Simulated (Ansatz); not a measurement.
Level of theory: DFT PBE, scalar-relativistic, plane waves, PAW in Ansatz. All cells share a 420 eV cutoff and Γ-centred k meshes spaced at most about 0.3 Å⁻¹ (about 0.25 or finer for metals, 2π included). No spin polarisation in the final relaxations.

All energies are static (0 K, no zero-point motion). All come from trial cells, and lower structures may exist.

Question: These unrelaxed guesses for Sn₃C are each relaxed within their symmetry. Order them by the energy at which they end, lowest first.
1.

Space group Pm-3m (No. 221). a = 4.931 Å, b = 4.931 Å, c = 4.931 Å, α = 90.00°, β = 90.00°, γ = 90.00°
| atom | site | symmetry | x | y | z |
| --- | --- | --- | --- | --- | --- |
| Sn | 3c | 4/mm.m | 0.0000 | 0.5000 | 0.5000 |
| C | 1a | m-3m | 0.0000 | 0.0000 | 0.0000 |

2.

Space group Fm-3m (No. 225). a = 7.209 Å, b = 7.209 Å, c = 7.209 Å, α = 90.00°, β = 90.00°, γ = 90.00°
```csv
atom,site,symmetry,x,y,z
Sn,8c,-43m,0.2500,0.7500,0.7500
Sn,4b,m-3m,0.5000,0.0000,0.0000
C,4a,m-3m,0.0000,0.0000,0.0000
```

3.

Space group Im-3m (No. 229). a = 6.010 Å, b = 6.010 Å, c = 6.010 Å, α = 90.00°, β = 90.00°, γ = 90.00°
```
atom  site  symmetry       x       y       z
  Sn    6b    4/mm.m  0.5000  0.0000  0.0000
   C    2a      m-3m  0.0000  0.0000  0.0000
```

4.

Space group P6_3/mmc (No. 194). a = 9.321 Å, b = 9.321 Å, c = 3.342 Å, α = 90.00°, β = 90.00°, γ = 120.00°
| atom | site | symmetry | x | y | z |
| --- | --- | --- | --- | --- | --- |
| Sn | 6h | mm2 | 0.2135 | 0.4269 | 0.2500 |
| C | 2d | -6m2 | 0.3333 | 0.6667 | 0.7500 |

Answer: 4 (ends in P6_3/mmc, 0 meV/atom), 3 (ends in Im-3m, 0.45 eV/atom), 1 (ends in Pm-3m, Cu3Au (L1_2) type, 0.54 eV/atom), 2 (ends in Fm-3m, BiF3 (D0_3) type, 0.55 eV/atom). Even the lowest end lies +0.81 eV/atom against the elements.

The k mesh leaves some 4 meV/atom of noise in the energy of each metallic cell. Cells relaxed within their symmetry can be saddle points. Some types were kept out of the candidates beforehand, so the set may lack a known form.
